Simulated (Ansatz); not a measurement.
# NaPt$_{2}$: computed property card

NaPt₂:
```yaml
crystal:
  lattice:
    - [0.00000, 3.75373, 3.75373]
    - [3.75373, 0.00000, 3.75373]
    - [3.75373, 3.75373, 0.00000]
  atoms:
    - { symbol: Pt, position: [0.62500, 0.62500, 0.62500] }
    - { symbol: Pt, position: [0.12500, 0.62500, 0.62500] }
    - { symbol: Pt, position: [0.62500, 0.62500, 0.12500] }
    - { symbol: Pt, position: [0.62500, 0.12500, 0.62500] }
    - { symbol: Na, position: [0.25000, 0.25000, 0.25000] }
    - { symbol: Na, position: [0.00000, 0.00000, 0.00000] }
```

Space group Fd-3m (No. 227), cubic Laves (MgCu2 type); conventional cell a = 7.507 Å, b = 7.507 Å, c = 7.507 Å, α = 90.00°, β = 90.00°, γ = 90.00°.

Method: plane-wave PAW r²SCAN (Ansatz code). Geometry: relaxed at this level of theory. Other levels are named where they apply.

### Cell and energy

| Property | Value |
|---|---|
| Volume per atom | 17.63 Å³ |
| Density | 12.97 g/cm³ |
| Formation energy from the elements (no fitted shifts) | -0.44 eV/atom |

### Electronic structure

| Quantity | Value |
|---|---|
| Electronic character | metallic (no gap) |
| Density of states at the Fermi level | 0.38 states/eV per atom (mean over ±0.08 eV) |
| Gap with spin–orbit coupling | none (metallic) |

### Mechanics

| Property | Result |
|---|---|
| Bulk modulus (Birch–Murnaghan fit) | 138 GPa |
| Pressure derivative B′ | 5.2 |

### Charges

| Quantity | Result |
|---|---|
| Bader charges | Pt -0.42, Na +0.83 e |

The workflow started from an entry of the Crystallography Open Database (COD). Whether it is the stable phase at ambient conditions was not checked. The r²SCAN relaxation kept the symmetry of its start; whether a distortion lowers the energy is not shown. The run is not spin-polarised. The references are the lowest solids computed at this level, not always the standard phases. Spin–orbit coupling is left out wherever it is not named.

Potentials: the later of the program's two PAW sets.
